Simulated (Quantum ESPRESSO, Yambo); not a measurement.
**Levels of theory for the gap of Be2C**

Be2C (space group Fm-3m, No. 225): one geometry, one set of LDA (pw.x of Quantum ESPRESSO, ONCV potentials, no spin-orbit coupling) orbitals, self-energies from Yambo (6×6×6 Γ-centred k mesh, bands 3 to 76 and a 14 Ry block in the screening, 76 bands in G with the Bruneval-Gonze terminator, plasmon pole fitted at 27.2 eV).

Cell and atoms were relaxed with LDA from Materials Project entry mp-1569, within its symmetry.

| level | gap Γ → X (eV) | direct gap at Γ (eV) | rough Yambo cost |
|---|---|---|---|
| LDA (Quantum ESPRESSO) | 1.21 | 4.13 | – |
| exchange only (Hartree-Fock self-energy on LDA orbitals) | 7.53 | 11.43 | about 1/10 (6 states) |
| static COHSEX@LDA | 3.18 | 6.74 | about 1/2 (3 states) |
| G0W0@LDA, plasmon pole | 2.12 | 5.58 | 1 (6 states) |
| G0W0@LDA, multipole fit to 8 frequencies, no terminator | 2.06 | 5.52 | within a factor of two (3 states) |
| G0W0@LDA, plasmon pole, no terminator | 2.06 | 5.53 | about 1/4 (3 states, screening reused) |

Bare exchange has no screening and gives the widest gap; static COHSEX screens it but leaves out the frequency dependence, which G0W0 restores.

Costs are rough ratios of core time on shared machines.

Nearest settings tried, and what they do to the gap: 48 bands in G: +10 meV; 48 bands in W, 48 bands in G: -12 meV; 11 Ry block (89 vectors against 137): -40 meV; 4×4×4 mesh: -28 meV. So the settings aren't converged at that level.
